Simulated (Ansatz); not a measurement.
An Ansatz (a program for electronic structure) run. Input:

Ansatz 0.2 input:
```yaml
crystal:
  lattice:
    - [4.447920475, 0.0, 0.0]
    - [0.0, 4.447920475, 0.0]
    - [0.0, 0.0, 4.447920475]
  atoms:
    - { symbol: Fe, position: [0.1359951455, 0.1359951455, 0.1359951455] }
    - { symbol: Fe, position: [0.3640048545, 0.8640048545, 0.6359951455] }
    - { symbol: Fe, position: [0.6359951455, 0.3640048545, 0.8640048545] }
    - { symbol: Fe, position: [0.8640048545, 0.6359951455, 0.3640048545] }
    - { symbol: Si, position: [0.8407146527, 0.8407146527, 0.8407146527] }
    - { symbol: Si, position: [0.6592853473, 0.1592853473, 0.3407146527] }
    - { symbol: Si, position: [0.3407146527, 0.6592853473, 0.1592853473] }
    - { symbol: Si, position: [0.1592853473, 0.3407146527, 0.6592853473] }
kpoints:
  mp_grid: { grid: [6, 6, 6] }
basis: { xc_grid: 2, fft_grid_basis: typed }
hamiltonian:
  xc: pbe
  pseudopotentials: { kind: paw }
scf:
  occupations: { method: fixed }
checkpoint: { read: static.run }
output: { write_density: true, elf: true, volumetric_format: npy }
```

Output (shortened):

```
Pseudopotential: Fe, paw, valence charge 16
Pseudopotential: Si, paw, valence charge 4
Functional definition: PBE
Crystal: 8 atoms, lattice volume = 87.998 Å³
Basis set: ecut = 420 eV, 1743 PW (Γ), exchange–correlation on 60×60×60 points (8 copies of the dense FFT grid, shifted against one another)
Bands: 48, of which v1, the nominal top of the filled ones, is band 40 counted from 1 (39 counted from 0)
Symmetry: 12 space group operations
Space group: P213 (ITA 198), of the structure as read, at distance tolerance 4.4e-5 Å
k-points: 24 of 216 (time reversal used)
Stability of the state it starts from, as read at its close in the unpolarized treatment …
iter 1 solved again at ethr=4.10e-7 eV; its pass at ethr=3.10e-3 eV (dr2=3.28e-4 eV) is discarded
SCF iter   1: F=—  HF=-20469.269208 eV  |F-HF|=—  |Δ(HF+E_count)|=         —  Δρ=9.55e-7  dr2=3.65e-10  ethr=4.10e-7  ⟨swp⟩=3.0  Hψ=6585  notcnv=0  defer=141
preconditioner: auto → Resta (q_TF=auto, 2.685 Å⁻¹)
SCF iter   2: F=—  HF=-20469.269205 eV  |F-HF|=—  |Δ(HF+E_count)|=   3.63e-6  Δρ=1.57e-6  dr2=1.58e-9  ethr=1.00e-12  ⟨swp⟩=10.7  Hψ=5817  notcnv=0
SCF iter   3: F=-20469.269205 eV  HF=-20469.269205 eV  |F-HF|=1.38e-10  |Δ(HF+E_count)|=  2.07e-10  Δρ=5.20e-7  dr2=1.35e-10  ethr=1.00e-12  ⟨swp⟩=1.0  Hψ=2736  notcnv=0
SCF 1 converged in 3 iterations: F = -20469.269205 eV  dr2 = 1.35e-10
SCF converged after 3 iterations
Free energy (F): -20469.269205 eV
Harris-Foulkes:  -20469.269205 eV  (|F-HF|=1.38e-10)
Internal energy: -20469.269205 eV  (E = F + TS)
E sigma→0 (E₀):  -20469.269205 eV
Fermi energy:    16.659402 eV
--- Per-component energies (eV) ---
  E_band       = -798.893549
  E_kinetic    = 1611.162922
  E_local      = -10511.178157  (includes V_loc(G=0)·N_el)
  E_nonlocal   = 952.308637
  E_hartree    = 4579.214776
  E_xc         = -709.440455
  E_vxc        = -817.525227  (∫ρ·V_xc dr)
  E_paw        = -7507.414734  (= ΣΔE_a)
  E_vpaw       = -1192.096691  (= ΣTr[D̂ρ^β])
  E_aug_tail   = 0.003921  (compensation charges beyond the density's cutoff)
  E_ewald      = -8883.926116
  E_smearing   =  0.000000  (= −TS)
  E_closure    =  0.000000  (closes the sum)
  Σ components = -20469.269205   (vs F -20469.269205, Δ=0.00e0)
  [band-id]    e_kinetic+e_local+e_nonlocal+2·e_hartree+e_vxc+e_vpaw+e_augmentation_tail = -798.895042   (vs E_band -798.893549, Δ=-1.49e-3)
--- Band table (eV; the first three rows and the last of 24) ---
  k-point 0: bands = ["-69.9885", "-69.9691", "-69.9691", "-69.9691", "-36.3016", "-36.3016", "-36.3016", "-36.2395", "-36.0192", "-36.0192", "-36.0192", "-35.9614", "-35.9614", "-35.9405", "-35.9405", "-35.9405", "3.3887", "8.7627", "8.7627", "8.7627", …
  k-point 1: bands = ["-69.9875", "-69.9722", "-69.9688", "-69.9673", "-36.3083", "-36.3029", "-36.2909", "-36.2425", "-36.0307", "-36.0230", "-36.0036", "-35.9608", "-35.9576", "-35.9444", "-35.9436", "-35.9383", "3.5959", "7.6999", "8.8835", "9.4911", …
  k-point 2: bands = ["-69.9847", "-69.9763", "-69.9680", "-69.9667", "-36.3107", "-36.3060", "-36.2775", "-36.2510", "-36.0365", "-36.0305", "-35.9861", "-35.9602", "-35.9513", "-35.9496", "-35.9488", "-35.9387", "4.2042", "6.3990", "9.2291", "9.9775", …
  k-point 23: bands = ["-69.9739", "-69.9739", "-69.9739", "-69.9739", "-36.2878", "-36.2878", "-36.2878", "-36.2878", "-36.0129", "-36.0129", "-36.0129", "-36.0129", "-35.9366", "-35.9366", "-35.9366", "-35.9366", "7.5482", "7.5482", "7.5482", "7.5482", …
```

Cost: roughly 9 core-seconds on shared cores.

Space group P2_13. The PBE relaxation kept the symmetry of its start. The run is not spin-polarised.

Potentials: the later of the program's two PAW sets.

Ansatz is a plane-wave DFT program.
